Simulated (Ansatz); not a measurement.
GePd2:
```yaml
crystal:
  lattice:
    - [6.70548, 0.00000, 0.00000]
    - [-3.35274, 5.80712, 0.00000]
    - [0.00000, 0.00000, 3.47980]
  atoms:
    - { symbol: Ge, position: [0.66667, 0.33333, 0.00000] }
    - { symbol: Ge, position: [0.33333, 0.66667, 0.00000] }
    - { symbol: Ge, position: [0.00000, 0.00000, 0.50000] }
    - { symbol: Pd, position: [0.60781, 0.00000, 0.50000] }
    - { symbol: Pd, position: [0.39219, 0.39219, 0.50000] }
    - { symbol: Pd, position: [0.00000, 0.60781, 0.50000] }
    - { symbol: Pd, position: [0.00000, 0.26838, 0.00000] }
    - { symbol: Pd, position: [0.26838, 0.00000, 0.00000] }
    - { symbol: Pd, position: [0.73162, 0.73162, 0.00000] }
```

Relaxed with r²SCAN. Special points in fractions of this cell's reciprocal vectors: Γ (0.000, 0.000, 0.000); M (0.500, 0.000, 0.000); K (0.333, 0.333, 0.000); A (0.000, 0.000, 0.500); L (0.500, 0.000, 0.500); H (0.333, 0.333, 0.500).

Problem. List the band energies nearest the Fermi level at these points for the program Ansatz at the r²SCAN level (PAW).

Solution. In eV from the Fermi level; about four levels below and three above (degenerate sets whole), none deeper than 8.9 eV; points with the same levels are listed once.

| k | below | above |
|---|---|---|
| Γ | -1.62 -1.62 -1.46 -1.46 | 1.10 3.93 4.47 4.47 |
| M | -1.50 -1.39 -0.74 -0.40 | 0.52 1.55 1.77 |
| K | -1.39 -1.39 -1.27 -1.27 -0.88 | 1.42 1.78 1.78 |
| A | -2.08 -2.08 -1.83 -0.85 -0.85 | 0.13 0.13 0.26 |
| L | -1.61 -1.61 -1.29 -1.29 -1.28 | 0.99 1.49 2.27 |
| H | -1.43 -1.43 -1.42 -1.42 | 1.59 1.89 1.89 |

Space group P-62m. The first step of the workflow began from a Materials Project structure, measured or hypothetical; the Crystallography Open Database copy checked does not list it. Its standing as an ambient phase is unchecked. The r²SCAN relaxation kept the symmetry of its start; its stability against distortions is not shown here. No spin polarisation was allowed. Spin–orbit coupling is left out wherever it is not named.

Potentials: the earlier of the program's two PAW sets.
